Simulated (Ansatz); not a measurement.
# Rocksalt alloy of MgO and CdO (40 of 64 Mg sites exchanged), 128 atoms

Ansatz, PAW, plane waves. PBEsol relaxation of volume and atoms (shape held) at the single k point (½, ½, ½); single points on the relaxed atoms at the Γ point alone, onto which points of the small cell's zone fold. Arrangement: unlike neighbours preferred. No spin–orbit coupling unless named.

Relaxed structure:

```
O Mg Cd
1.0
     0.00000    9.08488    9.08488
     9.08488    0.00000    9.08488
     9.08488    9.08488    0.00000
O Mg Cd
64 24 40
Direct
  0.38457 0.11299 0.11675
  0.87424 0.12546 0.10774
  0.11664 0.38112 0.38595
  0.38440 0.62187 0.13053
  0.36272 0.13703 0.63399
  0.62248 0.39460 0.35900
  0.85575 0.62560 0.14184
  0.87392 0.14172 0.62859
  0.13693 0.86548 0.38050
  0.12470 0.37374 0.85909
  0.37807 0.63771 0.60840
  0.62486 0.85762 0.37333
  0.64449 0.35919 0.87208
  0.89317 0.60485 0.62352
  0.11285 0.88697 0.88512
  0.61207 0.87228 0.89118
  0.12690 0.37630 0.12372
  0.37841 0.12827 0.37188
  0.62161 0.36689 0.12800
  0.87168 0.12209 0.37790
  0.10626 0.87572 0.12764
  0.12210 0.38145 0.63155
  0.37189 0.62545 0.37824
  0.62693 0.87708 0.12206
  0.38159 0.13193 0.86954
  0.62291 0.35902 0.64329
  0.88163 0.63171 0.36980
  0.86733 0.12878 0.88357
  0.12981 0.86676 0.62037
  0.37366 0.62389 0.87609
  0.62721 0.87711 0.62225
  0.89369 0.62233 0.85630
  0.11672 0.13480 0.38125
  0.36464 0.38393 0.13229
  0.62535 0.12326 0.37853
  0.87484 0.37746 0.14152
  0.11916 0.61759 0.36532
  0.38597 0.87653 0.10952
  0.12765 0.12344 0.87618
  0.37905 0.35957 0.64012
  0.63374 0.62821 0.37025
  0.87785 0.86318 0.13560
  0.61787 0.12702 0.87023
  0.88325 0.37095 0.61420
  0.12883 0.62080 0.88243
  0.37975 0.87136 0.61981
  0.61241 0.63903 0.87215
  0.87276 0.87722 0.62227
  0.11381 0.13439 0.13868
  0.62108 0.14211 0.12782
  0.13582 0.61492 0.12995
  0.12909 0.12105 0.60828
  0.38301 0.38421 0.35220
  0.61743 0.61799 0.12859
  0.62868 0.12272 0.61990
  0.88101 0.36739 0.37037
  0.12380 0.63439 0.62797
  0.36581 0.87198 0.39572
  0.36969 0.38157 0.88252
  0.60840 0.63981 0.62754
  0.87094 0.87867 0.38029
  0.87176 0.37718 0.87733
  0.38760 0.85984 0.87351
  0.88675 0.86145 0.86395
  0.99601 0.00107 0.00215
  0.50119 0.99986 0.99671
  0.00123 0.50005 0.49668
  0.24996 0.25241 0.75020
  0.75030 0.74738 0.25272
  0.75050 0.24832 0.75130
  0.74951 0.24938 0.00030
  0.49990 0.50198 0.24672
  0.00274 0.49767 0.74794
  0.25092 0.74971 0.50191
  0.00050 0.25136 0.49972
  0.24958 0.49992 0.25047
  0.49983 0.74816 0.00103
  0.74847 0.50094 0.25166
  0.49789 0.75181 0.49979
  0.99856 0.25284 0.25365
  0.24989 0.49991 0.00392
  0.24840 0.99739 0.50169
  0.49832 0.25554 0.24680
  0.74986 0.00026 0.50028
  0.00089 0.74521 0.24947
  0.50220 0.24496 0.75099
  0.00307 0.74972 0.74371
  0.49827 0.75022 0.75067
  0.00006 0.49984 0.99902
  0.99866 0.00275 0.50203
  0.24864 0.25125 0.25189
  0.50159 0.49834 0.99947
  0.50010 0.99939 0.49945
  0.75111 0.25000 0.24701
  0.24827 0.74990 0.24815
  0.50197 0.49851 0.50186
  0.24844 0.75153 0.75068
  0.75098 0.74878 0.74980
  0.99832 0.00036 0.25019
  0.24862 0.25194 0.99746
  0.50027 0.99949 0.25069
  0.99929 0.49984 0.25174
  0.25082 0.74829 0.00342
  0.99960 0.99990 0.74977
  0.24937 0.25472 0.49902
  0.75007 0.74494 0.00011
  0.49932 0.99986 0.75118
  0.74874 0.25222 0.49925
  0.49995 0.49989 0.74994
  0.75127 0.74773 0.50096
  0.99731 0.25193 0.00251
  0.25182 0.99856 0.25327
  0.49960 0.25087 0.00111
  0.74771 0.99760 0.25144
  0.99870 0.74585 0.00552
  0.25093 0.99906 0.74808
  0.49912 0.25608 0.49510
  0.74996 0.99972 0.75023
  0.00364 0.74569 0.49787
  0.25193 0.50139 0.74856
  0.74974 0.50093 0.74716
  0.25107 0.99998 0.99889
  0.74946 0.00036 0.00054
  0.74888 0.49993 0.00072
  0.00126 0.24884 0.74818
  0.24938 0.50110 0.49878
  0.49862 0.75116 0.25179
  0.75116 0.49965 0.49953
```

(1) What are the mean bond lengths by pair (pairs within 1.2 times the sum of covalent radii, less contacts 15 % beyond the pair's median; cation–cation pairs of compounds aside; long ionic contacts are cut short by that bound)?

(2) What gap lies between the top filled and the lowest empty level in the single points?

## Answers

(1) Cd–O 2.322 ± 0.064 Å (standard deviation, 240 bonds); Mg–O 2.198 ± 0.082 Å (standard deviation, 144 bonds).

(2) HSE06 with spin–orbit coupling 1.69 eV (12 min on NVIDIA GB200).
